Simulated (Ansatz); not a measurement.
# Ansatz 0.2.0, settings compared: Nb

The input file (Ansatz 0.2.0, plane waves):

```yaml
crystal:
  lattice:
    - [-1.660568, 1.660568, 1.660568]
    - [1.660568, -1.660568, 1.660568]
    - [1.660568, 1.660568, -1.660568]
  atoms:
    - { symbol: Nb, position: [0.0, 0.0, 0.0] }
  symmetry: { tolerance: 0.0003 }
kpoints:
  mp_grid: { grid: [8, 8, 8], shift: [0, 0, 0] }
magnetization:
  spin_polarized: false
scf:
  occupations: { method: fermi_dirac }
hamiltonian:
  pseudopotentials: { kind: paw }
  xc: r2scan
basis:
  ecutwfc: 500
output:
  forces: true
  stress: true
  eigenvalues: true
```

Launch command:

```bash
ansatz run input.yaml --threads 1 --pin off --max-ram 2560MiB --backend cpu --events-out ev --progress --plain --runs-dir out
```

Origin of the cell: a database entry, scaled a little.

The smearing width isn't typed, so it takes its default of 0.1 eV.

Output of this run (shortened):

```
Pseudopotentials: kind: paw
Pseudopotential: Nb, paw, valence charge 13, recommended cutoff 500 eV (meta_gga), Nb.paw.azcp
Functional definition: r2SCAN
  exchange = r2scan_x(k0 = k0, k1 = k1, a1 = a1)
  correlation = r2scan_c
Crystal: 1 atoms, lattice volume = 18.316 Å³
Basis set: ecut = 500 eV, 459 PW (Γ), exchange–correlation on 96×96×96 points (64 copies of the dense FFT grid, shifted against one another)
Bands: 11, of which v1, the nominal top of the filled ones, is band 7 counted from 1 (6 counted from 0)
Symmetry: 48 space group operations
Space group: Im-3m (ITA 229), of the structure as read, at distance tolerance 7.9e-4 Å
k-points: 29 of 512
[… 3 lines left out …]
Initial density: superposition of atomic densities (neutral atoms: chi_scale 0, normalization atom), corrected by the library's trained network
Functional: x = r2scan, c = r2scan; τ floored in thin density (d = 2e-4 eV/Å³)
SCF iter   1: F=—  HF=-4563.680921 eV  Δρ=1.06e-2  dr2=1.75e-2  dr2_τ=9.54e-3
SCF iter   2: F=—  HF=-4563.677070 eV  Δρ=3.45e-3  dr2=7.47e-4  dr2_τ=6.73e-4
SCF iter   3: F=—  HF=-4563.677430 eV  Δρ=1.39e-3  dr2=1.07e-4  dr2_τ=2.01e-5
SCF iter   4: F=—  HF=-4563.677525 eV  Δρ=6.65e-5  dr2=4.08e-7  dr2_τ=4.50e-8
SCF iter   5: F=—  HF=-4563.677524 eV  Δρ=1.05e-5  dr2=7.57e-9  dr2_τ=1.02e-8
SCF iter   6: F=-4563.677524 eV  HF=-4563.677524 eV  Δρ=1.62e-6  dr2=1.49e-10  dr2_τ=5.74e-11
SCF 1 converged in 6 iterations: F = -4563.677524 eV  dr2 = 1.49e-10
SCF converged after 6 iterations
Free energy (F): -4563.677524 eV
Harris-Foulkes:  -4563.677524 eV  (|F-HF|=2.64e-11)
Internal energy: -4563.637715 eV  (E = F + TS)
E sigma→0 (E₀):  -4563.657620 eV
Entropy (-TS):   -0.039809 eV (-39.809 meV/atom)
Fermi energy:    17.329710 eV
--- Per-component energies (eV) ---
  E_band       = -83.049596
  E_kinetic    = 393.486930
  E_local      = -700.482985  (includes V_loc(G=0)·N_el)
  E_nonlocal   = 119.354703
  E_hartree    = 217.190425
  E_xc         = -169.508744
  E_vxc        = -236.529985  (∫ρ·V_xc dr)
  E_paw        = -3090.173690  (= ΣΔE_a)
  E_vpaw       = -108.164883  (= ΣTr[D̂ρ^β])
  E_aug_tail   = 0.000004  (compensation charges beyond the density's cutoff)
  E_vtau       = 14.905520  (kinetic-family band-sum trace: ∫τ·v_τ [+ j·A + Jᵃ·Aᵃ] dr)
  E_ewald      = -1333.311927
  E_core_change = -0.192431  (= ΣΔE_core)
  E_smearing   = -0.039809  (= −TS)
  Σ components = -4563.677524   (vs F -4563.677524, Δ=0.00e0)
--- Forces (eV/Å), atoms counted from 1 ---
  atom   1  Nb    -0.000000    -0.000000     0.000000
  max |Σ_I F_I| component: 0.0 eV/Å
--- Stress (GPa, compression-positive) ---
       -2.600844       0.000000       0.000000
        0.000000      -2.600844      -0.000000
        0.000000      -0.000000      -2.600844
  P = ⅓ Tr σ = -2.6008 GPa (-26.008 kbar)
```

The same input was run again with these changes:

1. `hamiltonian.hubbard` default → { sites: [{ species: Nb, l: d, u_eff: 1.0 }], double_counting: fll }; typed moments: none
2. `scf.mixing.preconditioner` default → local_kerker; typed moments: none
3. `hamiltonian.pseudopotentials` { kind: paw } → { kind: nc, accuracy: standard }
4. `basis.ecutwfc` 500 → "300 eV"; `basis.ecutrho_ratio` default → 12

```tsv
run	end	SCF iterations	P (GPa)	max force component (eV/Å)	moment (μB)	ΔE(σ→0) (meV/atom)
base	converged	6	-2.60	0.000	–	0
1	converged	6	-2.07	0.000	–	–
2	converged	6	-2.60	0.000	–	0.00
3	converged	6	-3.76	0.000	–	–
4	converged	6	-2.81	0.000	–	48.02
```

Energies are compared only where functional, datasets, charge and starting cell are the same.

Not properties of the system: run 4 (too coarse or loose: `basis.ecutwfc` = "300 eV").

Caveats of the base run: no moments, though an odd count or open d shells may carry them; the k mesh is coarse if the cell is a metal.

Run 3: the cutoff lies below the datasets' advice; the norm-conserving files were made for PBE, not for this functional.
Run 4: the cutoff lies below the datasets' advice.

The base run took 1.1 s on 1 thread of Arm Neoverse V2, on a shared host, peak memory 0.31 GiB, from the program's own first density.
